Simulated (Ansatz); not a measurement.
Pt (fcc (Cu type), Fm-3m) at seven volumes, LDA in the plane-wave PAW code Ansatz, scaled uniformly. One row is withheld.

```
V (Å³/atom)  P (GPa)
-----------  -------
13.430         37.17
13.873             ?
14.316         10.15
14.758          0.00
15.201         -8.39
15.644        -15.31
16.087        -21.00
```

Fit the shown pressures and predict the withheld one.

P = (3/2)B₀(x^(7/2) − x^(5/2))[1 + (3/4)(B′ − 4)(x − 1)] with x = (V₀/V)^(2/3). Least squares on the six rows gives V₀ = 14.759 Å³/atom, B₀ = 307 GPa, B′ = 5.32. At V = 13.873, x = 1.0421 and P = 22.41 GPa. The run itself gave 22.39 GPa.

The cell was relaxed with LDA under the symmetry of its start. No spin polarisation was allowed. Spin–orbit coupling is left out wherever it is not named.

Potentials: the later of the program's two PAW sets.
